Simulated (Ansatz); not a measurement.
Relaxed-ion elastic tensor of SrO (rock salt, Fm-3m) in GPa (Voigt order), DFT-LDA in the program Ansatz with PAW potentials; density 5.30 g/cm³, 16.24 Å³ per atom.

```
 209  52.1  52.1   0.0   0.0   0.0
52.1   209  52.1   0.0   0.0   0.0
52.1  52.1   209   0.0   0.0   0.0
 0.0   0.0   0.0  55.9   0.0   0.0
 0.0   0.0   0.0   0.0  55.9   0.0
 0.0   0.0   0.0   0.0   0.0  55.9
```

Problem. Is the crystal mechanically stable?

Solution. Yes: the smallest eigenvalue of C is 55.9 GPa.

Problem. Work out the Voigt, Reuss and Hill averages.

Solution. K_V = 104, K_R = 104, K_H = 104; G_V = 64.9, G_R = 63.1, G_H = 64.0 GPa.

Problem. Give Young's modulus, Poisson's ratio, Pugh's ratio and the universal anisotropy index.

Solution. E = 9KG/(3K + G) = 159 GPa; ν = 0.25; K/G = 1.63 (brittle by the Pugh limit of 1.75); A_U = 5G_V/G_R + K_V/K_R − 6 = 0.14.

Problem. Estimate the sound speeds and the Debye temperature.

Solution. v_l = √((K + 4G/3)/ρ) = 5980 m/s, v_t = √(G/ρ) = 3480 m/s, mean 3860 m/s; Θ = (h/k)(3n/4πV)^(1/3) v_m = 453 K.

Problem. Give the Zener ratio and Young's modulus along [100], [110] and [111].

Solution. A = 2C44/(C11 − C12) = 0.71; 1/E = S11 − 2(S11 − S12 − S44/2)Γ with Γ = 0, 1/4, 1/3 gives 188, 151, 142 GPa.

The cell was relaxed with LDA under the symmetry of its start; phonons on a q-mesh show no instability.

Potentials: the later of the program's two PAW sets.
